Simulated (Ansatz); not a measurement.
**InGa₂N₃ under strain**

Theory: Ansatz 0.2.0, DFT PBEsol, scalar-relativistic, plane waves, PAW. (420 eV cutoff, 6×6×6 k-mesh, Gaussian smearing of 0.02 eV, no spin polarisation)

The relaxed crystal:

```
In Ga N
1.0
     4.95301   -2.85687    0.00000
     4.95301    2.85687    0.00000
     0.00000    0.00000    5.33559
In Ga N
2 4 6
Direct
  0.32522 0.67478 0.98975
  0.67478 0.32522 0.48975
  0.00699 0.33388 0.99264
  0.66612 0.99301 0.99264
  0.99301 0.66612 0.49264
  0.33388 0.00699 0.49264
  0.02648 0.33364 0.35895
  0.66636 0.97352 0.35895
  0.97352 0.66636 0.85895
  0.33364 0.02648 0.85895
  0.30788 0.69212 0.39507
  0.69212 0.30788 0.89507
```

Deformation: biaxial strain in the a-b plane, with the length and tilt of c and the atoms relaxed, all within the symmetry that the strain leaves. Energies are extrapolated to zero smearing. Gaps are Kohn–Sham gaps over the whole zone.

| strain (%) | ΔE (meV/atom) | a (Å) | b (Å) | c (Å) | gap (eV) |
| --- | --- | --- | --- | --- | --- |
| -4.0 | 48.8 | 5.489 | 5.489 | 5.466 | 0.98 |
| -2.0 | 11.8 | 5.604 | 5.604 | 5.400 | 1.02 |
| +0.0 | 0.0 | 5.718 | 5.718 | 5.336 | 1.00 |
| +2.0 | 10.8 | 5.832 | 5.832 | 5.270 | 0.84 |
| +4.0 | 41.1 | 5.947 | 5.947 | 5.203 | 0.64 |

(1) What stiffness (1/V) d²E/dε² at zero strain does a cubic fit over all points give?

(2) How does the free axis c answer a small strain?

(3) How fast does the gap move with strain on either side?

Results:

(1) A cubic fit gives (1/V) d²E/dε² = 715 GPa at zero strain (twice the biaxial modulus).

(2) Between the innermost points its strain is -0.61 times the applied one.

(3) -10 meV per percent on the compressed side and -80 meV per percent on the stretched side; it is direct at -2.0 %, direct at zero and direct at +2.0 %.

Cost: 5 runs of about 47 core-minutes in all, on Arm Neoverse N1 (shared hosts).